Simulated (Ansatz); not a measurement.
Input:

LaFe2Si2:
```cif
data_Fe2LaSi2
_chemical_formula_sum 'La1 Fe2 Si2'
_space_group_name_H-M_alt 'P 1'
_space_group_IT_number 1
_cell_length_a 5.74214
_cell_length_b 5.74214
_cell_length_c 5.74214
_cell_angle_alpha 138.808
_cell_angle_beta 138.808
_cell_angle_gamma 59.667
loop_
_space_group_symop_operation_xyz
  'x, y, z'
loop_
_atom_site_label
_atom_site_type_symbol
_atom_site_fract_x
_atom_site_fract_y
_atom_site_fract_z
_atom_site_occupancy
La1 La 0.00000 0.00000 0.00000 1
Fe1 Fe 0.25000 0.75000 0.50000 1
Fe2 Fe 0.75000 0.25000 0.50000 1
Si1 Si 0.64907 0.64907 0.00000 1
Si2 Si 0.35093 0.35093 0.00000 1
```

This is the r²SCAN-relaxed structure.

Q: All from DFT-r²SCAN in the program Ansatz with PAW potentials, unless another level is named. Predict the electronic character.

A: metallic (no gap).

Q: And the density of states at the Fermi level?

A: 0.52 states/eV per atom (mean over ±0.08 eV).

Q: Next, the formation energy from the elements (no fitted shifts)?

A: -0.42 eV/atom.

Space group I4/mmm. The workflow started from a Materials Project entry (that database holds measured and hypothetical structures alike); the Crystallography Open Database copy checked does not list it. Its standing as an ambient phase is unchecked. Symmetry was held in the r²SCAN relaxation; its stability against distortions is not shown here. No spin polarisation was allowed. The references are the lowest solids computed at this level, not always the standard phases. Scalar-relativistic: spin–orbit coupling is off unless named, which matters more the heavier the elements.

Potentials: the later of the program's two PAW sets.
